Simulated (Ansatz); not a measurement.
Computed with DFT PBE, scalar-relativistic, plane waves, PAW (Ansatz 0.2.0). All cells share a 420 eV cutoff and Γ-centred k meshes spaced at most about 0.3 Å⁻¹ (about 0.25 or finer for metals, 2π included). No spin polarisation in the final relaxations.

All energies are static (0 K, no zero-point motion).

Compare these two cells of ZrInS3, each relaxed at this level.

A.

```cif
data_structure
_symmetry_space_group_name_H-M 'Pm-3m'
_symmetry_Int_Tables_number 221
_cell_length_a 5.0322
_cell_length_b 5.0322
_cell_length_c 5.0322
_cell_angle_alpha 90.000
_cell_angle_beta 90.000
_cell_angle_gamma 90.000
_cell_volume 127.43
loop_
_atom_site_label
_atom_site_type_symbol
_atom_site_symmetry_multiplicity
_atom_site_Wyckoff_symbol
_atom_site_fract_x
_atom_site_fract_y
_atom_site_fract_z
_atom_site_occupancy
Zr1 Zr 1 b 0.50000 0.50000 0.50000 1
In1 In 1 a 0.00000 0.00000 0.00000 1
S1 S 3 c 0.50000 0.50000 0.00000 1
```

B.

```cif
data_structure
_symmetry_space_group_name_H-M 'P4/mmm'
_symmetry_Int_Tables_number 123
_cell_length_a 3.4888
_cell_length_b 3.4888
_cell_length_c 10.7943
_cell_angle_alpha 90.000
_cell_angle_beta 90.000
_cell_angle_gamma 90.000
_cell_volume 131.38
loop_
_atom_site_label
_atom_site_type_symbol
_atom_site_symmetry_multiplicity
_atom_site_Wyckoff_symbol
_atom_site_fract_x
_atom_site_fract_y
_atom_site_fract_z
_atom_site_occupancy
Zr1 Zr 1 c 0.50000 0.50000 0.00000 1
In1 In 1 d 0.50000 0.50000 0.50000 1
S1 S 2 g 0.00000 0.00000 0.13264 1
S2 S 1 b 0.00000 0.00000 0.50000 1
```

Question: Which is lower in energy, and by how much?

Answer: A is lower, by 206 meV/atom. A has the cubic perovskite type, space group Pm-3m (No. 221), 25.5 Å³/atom and no gap on its mesh; B has space group P4/mmm (No. 123), 26.3 Å³/atom and no gap. Counting S atoms around In and Zr (those within 1.25 times the shortest such distance or 1.15 times the sum of covalent radii; the shortest distance is added where it is long for a bond), A has Zr 6, In 12 from 3.6 Å and B has Zr 8, In 4. Both come from invented guesses.

No dispersion correction is applied, so the spacing and binding between layers, chains or molecules are poorly described (P4/mmm), and this can change margins and order among such cells. In Pm-3m, P4/mmm an odd number of electrons in the primitive cell allows no gap without spin; a larger cell or a magnetic state could open one. Cells relaxed within their symmetry can be saddle points.
